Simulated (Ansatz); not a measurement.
## Energy over volume and axial ratio for InP (zinc blende)

InP (zinc blende), conventional cell a = b = c = 5.960 Å, α = β = γ = 90.00°. The calculation uses the primitive cell of 2 atoms, to which meshes and values per cell refer.

Two coordinates are scanned: the volume, and the ratio of the stretch along z (the conventional c axis) to the stretch across it. Atoms keep their fractional coordinates.

Calculation: PBE (plane waves to 420 eV, PAW, scalar-relativistic; Ansatz, an electronic-structure program). k mesh 10×10×10 (Γ-centred), Fermi-Dirac smearing 0.05 eV. E stands for the smeared free energy. Compression counts positive. InP was relaxed with its symmetry unable to fall. The PAW data are Ansatz's earlier set. ΔE is measured from the relaxed starting cell.

ΔE (eV/atom), with V/V₀ across and (c/a)/(c/a)₀ down:

```tsv
(c/a)/(c/a)₀ \ V/V₀	0.960	0.980	1.000	1.020	1.040
0.960	0.0118	0.0055	0.0036	0.0056	0.0111
0.980	0.0093	0.0029	0.0009	0.0028	0.0082
1.000	0.0085	0.0020	0.0000	0.0019	0.0073
1.020	0.0093	0.0029	0.0009	0.0028	0.0083
1.040	0.0119	0.0056	0.0037	0.0056	0.0111
```

P (GPa), with V/V₀ across and (c/a)/(c/a)₀ down:

```csv
(c/a)/(c/a)₀ \ V/V₀,0.960,0.980,1.000,1.020,1.040
0.960,2.63,1.22,-0.04,-1.16,-2.15
0.980,2.66,1.25,-0.01,-1.13,-2.13
1.000,2.67,1.26,0.00,-1.13,-2.12
1.020,2.66,1.25,-0.01,-1.13,-2.13
1.040,2.63,1.22,-0.03,-1.15,-2.14
```

What the scan shows:

- Shear modulus C′ = (C11 − C12)/2 (fit, atoms clamped): 21 GPa
- Lowest place on the grid: V/V₀ = 1.000, (c/a)/(c/a)₀ = 1.000 (0.0 meV/atom)
- Highest place on the grid: V/V₀ = 0.960, (c/a)/(c/a)₀ = 1.040 (11.9 meV/atom)

(A scan under strain: stresses follow from slopes of the energy per volume, elastic moduli from its curvatures.)
